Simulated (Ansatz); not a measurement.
Values for one crystal, relaxed and computed with plane-wave PAW r²SCAN (Ansatz code); other levels are named.

| Quantity | Result |
|---|---|
| Volume per atom | 23.14 Å³ |
| Electronic character | metallic (no gap) |
| Gap with spin–orbit coupling | none (metallic) |
| Density of states at the Fermi level | 0.81 states/eV per atom (mean over ±0.08 eV) |
| Pressure derivative B′ | 3.4 |
| Bulk modulus (Birch–Murnaghan fit) | 97.1 GPa |

### Question
Which compound is it?
A. Na, C2/m (Na on 2a, Na on 4i)
B. Zr, P6/mmm (Zr on 1a, Zr on 2d)
C. Be, hcp (Mg type)
D. Al, fcc (Cu type)

### Answer
B, Zr, P6/mmm (Zr on 1a, Zr on 2d)

This is a known high-pressure phase of the composition, computed here at zero pressure and temperature. The r²SCAN relaxation kept the symmetry of its start; its stability against distortions is not shown here. No spin polarisation was allowed. Spin–orbit coupling is left out wherever it is not named.

Potentials: the earlier of the program's two PAW sets.
